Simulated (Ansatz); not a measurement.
BaNbO₂F:
```xyz
5
Lattice="4.0868 0.0000 0.0000 0.0000 4.0868 0.0000 0.0000 0.0000 4.2639" Properties=species:S:1:pos:R:3 pbc="T T T"
Ba     2.0434     2.0434     2.1320
Nb     0.0000     0.0000     0.0000
O      2.0434     0.0000     0.0000
O      0.0000     2.0434     0.0000
F      0.0000     0.0000     2.1320
```

Relaxed with PBEsol. Special points in fractions of this cell's reciprocal vectors: Γ (0.000, 0.000, 0.000); X (0.000, 0.500, 0.000); M (0.500, 0.500, 0.000); Z (0.000, 0.000, 0.500); R (0.000, 0.500, 0.500); A (0.500, 0.500, 0.500).

Problem. List the band energies nearest the Fermi level at these points for plane-wave PAW PBEsol with spin–orbit coupling (Ansatz code).

Solution. In eV from the Fermi level; about four levels below and three above (degenerate sets whole), none deeper than 8.9 eV; points with the same levels are listed once.

| k | below | above |
|---|---|---|
| Γ | -1.22 -1.22 -0.26 -0.26 | 0.07 0.07 1.25 1.25 |
| X | -4.95 -4.95 -1.19 -1.19 | 1.12 1.12 1.30 1.30 |
| M | -6.84 -6.84 -6.84 -6.84 -3.98 -3.98 | 0.48 0.48 1.13 1.13 |
| Z | -0.17 -0.17 -0.07 -0.07 | 1.79 1.79 1.81 1.81 |
| R | -4.99 -4.99 -0.32 -0.32 | 1.31 1.31 1.56 1.56 |
| A | -5.51 -5.51 -3.94 -3.94 | 1.02 1.02 1.69 1.69 |

Space group P4/mmm. The start of the workflow was typed in or built on a structure type; neither database checked (COD, Materials Project) lists it. Its standing as an ambient phase is unchecked. The PBEsol relaxation kept the symmetry of its start; its stability against distortions is not shown here. The workflow began spin-polarised and lost its moments. The cell computed holds one magnetic atom, so no antiferromagnetic order was within reach.

Potentials: the earlier of the program's two PAW sets. The files were generated under PBE; for other functionals the program regenerates the frozen cores, and for LDA and PBEsol the local potential too.
